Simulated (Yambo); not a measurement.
Yambo run on RbCl (CsCl type, space group Pm-3m, No. 221). The wavefunctions are norm-conserving PBEsol (Quantum ESPRESSO, 58 Ry, scalar-relativistic) ones on a 4×4×4 mesh (8 occupied bands); a = b = c = 3.8861 Å, α = β = γ = 90.00°.

Yambo input:

```
rim_cut
gw0
dyson
el_el_corr
HF_and_locXC
ppa
em1d
RandQpts= 1000000
RandGvec= 1 Ry
EXXRLvcs= 58 Ry
VXCRLvcs= 232 Ry
Chimod= "HARTREE"
% BndsRnXp
 1 | 134 |
%
NGsBlkXp= 10 Ry
% LongDrXp
 1.0 | 1.0 | 1.0 |
%
PPAPntXp= 27.2114 eV
% GbndRnge
 1 | 44 |
%
GTermKind= "BG"
DysSolver= "n"
ExtendOut
% QPkrange
 1 | 1 | 8 | 9 |
 6 | 6 | 8 | 8 |
%
```

k points by index: 1 = Γ, 6 = M.

Table of the .qp output:

```
#    K-point    Band    Eo [eV]    E [eV]    E-Eo [eV]    Vxc [eV]    Vnlxc [eV]    Sc|Eo [eV]    Sc|E [eV]    dSc/dw|Eo [eV]    Re(Z)    Im(Z)
#
    1    8    -0.089759    -2.180904    -2.091146    -14.12173    -18.62739    1.936710    2.414511    -6.217012    0.814017    -0.001529
    1    9    4.941370    5.786606    0.845236    -8.274343    -3.990597    -3.311722    -3.438510    -4.081386    0.869573    -0.866243E-3
    6    8    0.000000    -2.075294    -2.075294    -14.16986    -18.67478    1.954989    2.429626    -6.223037    0.813871    -0.001466
```
(The two width columns are left out.) Convergence of these settings isn't established.

Geometry relaxed with PBEsol.

This is not the ordinary phase of the substance.
